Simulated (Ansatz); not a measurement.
Relaxed-ion elastic tensor of Sb (fcc (Cu type), Fm-3m) in GPa (Voigt order), the program Ansatz at the r²SCAN level (PAW); density 7.43 g/cm³, 27.20 Å³ per atom.

```
35.7  73.1  73.1   0.0   0.0   0.0
73.1  35.7  73.1   0.0   0.0   0.0
73.1  73.1  35.7   0.0   0.0   0.0
 0.0   0.0   0.0  -6.4   0.0   0.0
 0.0   0.0   0.0   0.0  -6.4   0.0
 0.0   0.0   0.0   0.0   0.0  -6.4
```

Task: Is the crystal mechanically stable?

Result: No: the smallest eigenvalue of C is -37.4 GPa.

A made-up cell: these elements were put on the sites of a structure type; the Crystallography Open Database files this formula in space group No. 225, but the cells were not matched. It is not the phase usual at ambient conditions (space group No. 166). The cell was relaxed with r²SCAN under the symmetry of its start. At this level the phase is mechanically unstable. As this level gives no gap, shear constants depend on the k-mesh and smearing (Fermi–Dirac, 0.1 eV here). Spin–orbit coupling is left out wherever it is not named.

Potentials: the later of the program's two PAW sets.
